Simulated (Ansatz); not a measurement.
## Ca2AsI: levels and charges under dearer methods

A database entry relaxed whole under r2SCAN at zero pressure (R-3m, No. 166):

```
CELL_PARAMETERS angstrom
2.19142 1.26522 7.45341
-2.19142 1.26522 7.45341
0.00000 -2.53044 7.45341
ATOMIC_POSITIONS crystal
Ca 0.23117 0.23117 0.23117
Ca 0.76883 0.76883 0.76883
As 0.50000 0.50000 0.50000
I 0.00000 0.00000 0.00000
```

Its volume is 31.00 Å³ an atom, -0.3 % against the entry's 31.10, a cell as deposited in COD (1988).

Single points on this cell with plane-wave PAW DFT (Ansatz 0.2.0; r2SCAN 500 eV, hybrids 420 eV; fermi-dirac occupations of width 0.020 eV; no moments): r2SCAN on a 8×8×8 Γ-centred mesh; r2SCAN with spin-orbit coupling on a 6×6×6 Γ-centred mesh; HSE06 on a 4×4×4 Γ-centred mesh; PBE0 on a 4×4×4 Γ-centred mesh.

Task: What does each level give for gap and charges?

Result: The runs give:

```tsv
level	gap (eV), or kind	pressure (GPa)	Bader charge of Ca (e)	Bader charge of As (e)	Bader charge of I (e)
r2SCAN	1.88	0.0	+1.45	-2.04	-0.87
r2SCAN with spin-orbit coupling	1.79	0.0	+1.45	-2.04	-0.87
HSE06	2.25	0.3	+1.46	-2.06	-0.87
PBE0	2.93	0.2	+1.47	-2.06	-0.87
```

Under r2SCAN the gap is 1.88 eV, over mesh and band path. HSE06 moves it by +0.37 eV and PBE0 by +1.05 eV; PBE0 keeps its exact exchange at long range, which widens the gap over HSE06's by 0.68 eV on their common mesh. Spin-orbit coupling moves the r2SCAN gap by -0.09 eV.

Caveats: the relaxation kept the start's symmetry; HSE06 is read on its mesh and at the zone's corners, PBE0 on its mesh alone; hybrid pressures are good to a few tenths of a GPa; pressure is positive in compression.
